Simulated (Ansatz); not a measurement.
PbS:
```
PbS
1.0
    0.00000     3.30079     3.30079
    3.30079     0.00000     3.30079
    3.30079     3.30079     0.00000
S Pb
1 1
Direct
  0.25000   0.25000   0.25000
  0.00000   0.00000   0.00000
```

Relaxed with r²SCAN.

Problem. Map the electron localisation function on the plane through (0.250, 0.250, 0.250) spanned by u = [1, 0, 0] and v = [-1, 1, 1] in lattice vectors, from r²SCAN (plane waves, PAW; program Ansatz).

Solution. x is the fraction of u, y of v (the angle between them is 90°; rows are the nearest grid lines); atoms in the plane: S at (0.00, 0.00), Pb at (0.50, 0.75).
```
|004999852111111258999400|
|016999742122221247999610|
|899997422344443224799998|
|999985323445544323589999|
|887532234310013432235788|
|765322344200002443223567|
|221113454100001454311122|
|100123455300003554321001|
|000023455432234554320000|
|000012444555555444210000|
|000001234444444432100000|
|000000001112211100000000|
|000000000000000000000000|
|000000000000000000000000|
|000000000000000000000000|
|000000000000000000000000|
|100000000000000000000001|
|222110000000000000011222|
|776553210000000012355677|
|888775421000000124577888|
|999998753100001357899999|
|899998763100001367899998|
|016999863100001368999610|
|004999852111111258999400|
```
Scale: ten equal steps from 0.001 (start of '0') to 0.868 (end of '9'), in the order '0123456789'; x runs from 0.000 to 1.00, y from 0.000 (bottom) to 1.00 (top).

The density is the valence pseudo-density with augmentation charge, so density and ELF within about 1 Å of a nucleus are not all-electron values.

Space group F-43m (zinc blende). The start of the workflow was typed in or built on a structure type; neither database checked (COD, Materials Project) lists it. It is not the phase usual at ambient conditions (space group No. 225). The r²SCAN relaxation kept the symmetry of its start. At this level the phase is mechanically unstable. Spin–orbit coupling is left out wherever it is not named.

Potentials: the later of the program's two PAW sets.
